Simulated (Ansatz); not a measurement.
The relaxed structure here is a generated cell of BiB: the first start was made by placing the elements on the sites of a structure type, and the end was not matched to a known phase here, so it may be hypothetical.

Relaxation of a generated cell, BiB built in the AFLOW prototype AB_hR6_160_b_b (B13, as in NiS); 6 atoms in the cell, which starts as R3m, hexagonal axes (No. 160), hR6; a = 11.058 Å, b = 11.058 Å, c = 3.621 Å, α = 90.00°, β = 90.00°, γ = 120.00°. Method: r2SCAN (plane waves to 500 eV, PAW, scalar-relativistic; Ansatz, an electronic-structure program). Γ-centred k-mesh 7×7×7 on the run's cell (coarser than for final values), Fermi–Dirac smearing 0.05 eV. This is the first round of the run. 

The optimiser's lines from the output (shortened; P is positive under compression):

```
relax step   1: F+E_penalty+E_count = -37694.63632213 eV  Δ(F+E_penalty+E_count) = +0.000e0 eV  max|allowed force component| = 5.855e-1 eV/Å  Δτ_max = 0.0000 Å  P = -4.586 GPa  Ω = 127.825 Å³  (7 SCF iters, dr2 threshold 1.00e-7 eV, accepted)
relax step   2: F+E_penalty+E_count = -37694.48068804 eV  Δ(F+E_penalty+E_count) = +1.556e-1 eV  max|allowed force component| = 1.755e0 eV/Å  Δτ_max = 0.1987 Å  P = +7.145 GPa  Ω = 113.302 Å³  (7 SCF iters, dr2 threshold 6.00e-7 eV, rejected (line search))
relax step   3: F+E_penalty+E_count = -37694.84092870 eV  Δ(F+E_penalty+E_count) = -2.046e-1 eV  max|allowed force component| = 3.020e-1 eV/Å  Δτ_max = 0.0547 Å  P = -1.361 GPa  Ω = 122.304 Å³  (12 SCF iters, accepted)
relax step   4: F+E_penalty+E_count = -37694.94777610 eV  Δ(F+E_penalty+E_count) = -1.068e-1 eV  max|allowed force component| = 3.408e-1 eV/Å  Δτ_max = 0.1000 Å  P = -0.549 GPa  Ω = 121.551 Å³  (7 SCF iters, dr2 threshold 6.00e-7 eV, accepted)
relax step   5: F+E_penalty+E_count = -37694.95579356 eV  Δ(F+E_penalty+E_count) = -8.017e-3 eV  max|allowed force component| = 4.043e-1 eV/Å  Δτ_max = 0.1461 Å  P = +0.354 GPa  Ω = 120.566 Å³  (7 SCF iters, dr2 threshold 6.00e-7 eV, accepted)
relax step   6: F+E_penalty+E_count = -37695.00373275 eV  Δ(F+E_penalty+E_count) = -4.794e-2 eV  max|allowed force component| = 6.268e-2 eV/Å  Δτ_max = 0.0642 Å  P = -0.177 GPa  Ω = 120.886 Å³  (7 SCF iters, dr2 threshold 6.00e-7 eV, accepted)
relax step   7: F+E_penalty+E_count = -37695.00873255 eV  Δ(F+E_penalty+E_count) = -5.000e-3 eV  max|allowed force component| = 3.397e-2 eV/Å  Δτ_max = 0.0120 Å  P = -0.036 GPa  Ω = 120.927 Å³  (5 SCF iters, dr2 threshold 6.00e-7 eV, accepted)
relax step   8: F+E_penalty+E_count = -37695.00947047 eV  Δ(F+E_penalty+E_count) = -7.379e-4 eV  max|allowed force component| = 1.238e-2 eV/Å  Δτ_max = 0.0064 Å  P = +0.055 GPa  Ω = 120.955 Å³  (5 SCF iters, dr2 threshold 3.32e-7 eV, accepted)
relax step   9: F+E_penalty+E_count = -37695.00945811 eV  Δ(F+E_penalty+E_count) = +1.235e-5 eV  max|allowed force component| = 1.165e-3 eV/Å  Δτ_max = 0.0013 Å  P = -0.061 GPa  Ω = 121.141 Å³  (6 SCF iters, dr2 threshold 9.58e-9 eV, accepted)
relax step  10: F+E_penalty+E_count = -37695.00949693 eV  Δ(F+E_penalty+E_count) = -3.882e-5 eV  max|allowed force component| = 5.181e-4 eV/Å  Δτ_max = 0.0005 Å  P = +0.001 GPa  Ω = 121.028 Å³  (6 SCF iters, dr2 threshold 9.78e-9 eV, accepted)
relax step  11: F+E_penalty+E_count = -37695.00866095 eV  Δ(F+E_penalty+E_count) = +8.360e-4 eV  max|allowed force component| = 5.213e-4 eV/Å  Δτ_max = 0.0000 Å  P = -0.007 GPa  Ω = 121.028 Å³  stress off target by 1.03e-2 GPa  SCF on the basis re-selected at this cell (its energy is not comparable with the rows above)  (6 SCF iters)
```

From the first to the last row the energy changes by -0.06 eV/atom and the volume by -5.3 %. The last row is marked as not comparable with the walk above it, whose basis was carried along; it does compare with step 1, since both stand on a basis selected at the nominal cutoff for their own cell.

Step 2 was rejected by the optimiser.

Later rounds, restarted from the end of this one on a renewed k-mesh, logged 7 more steps and released under 0.01 eV/atom more. The final structure after all rounds: R3m, hexagonal axes (No. 160), hR6, AFLOW prototype AB_hR6_160_b_b (B13, as in NiS); a = b = 11.0103 Å, c = 3.4827 Å, α = β = 90.00°, γ = 120.00°. Between re-selections the logged energies stand on a plane-wave basis carried along with the cell. No spin polarisation in the result.

The run could not lose the symmetry of its start, so the end can be a saddle point.
